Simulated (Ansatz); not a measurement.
HfRh₃ (Cu3Au type, Pm-3m) at seven volumes, PBEsol (plane waves, PAW; program Ansatz), scaled uniformly. One row is withheld.

```csv
V (Å³/atom),P (GPa)
13.444,28.96
13.887,17.61
14.330,8.05
14.773,0.00
15.216,?
15.660,-12.48
16.103,-17.28
```

**Question.** Fit the shown pressures and predict the withheld one.

**Answer.** P = (3/2)B₀(x^(7/2) − x^(5/2))[1 + (3/4)(B′ − 4)(x − 1)] with x = (V₀/V)^(2/3). Least squares on the six rows gives V₀ = 14.774 Å³/atom, B₀ = 246 GPa, B′ = 4.72. At V = 15.216, x = 0.9805 and P = -6.76 GPa. The run itself gave -6.78 GPa.

The workflow started from a Materials Project entry (that database holds measured and hypothetical structures alike); the Crystallography Open Database files this formula in space group No. 221, but the cells were not matched. Whether it is the stable phase at ambient conditions was not checked. Symmetry was held in the PBEsol relaxation; of distortions, only those at the zone centre were tested. No spin polarisation was allowed. Scalar-relativistic: spin–orbit coupling is off unless named, which matters more the heavier the elements.

Potentials: the later of the program's two PAW sets.
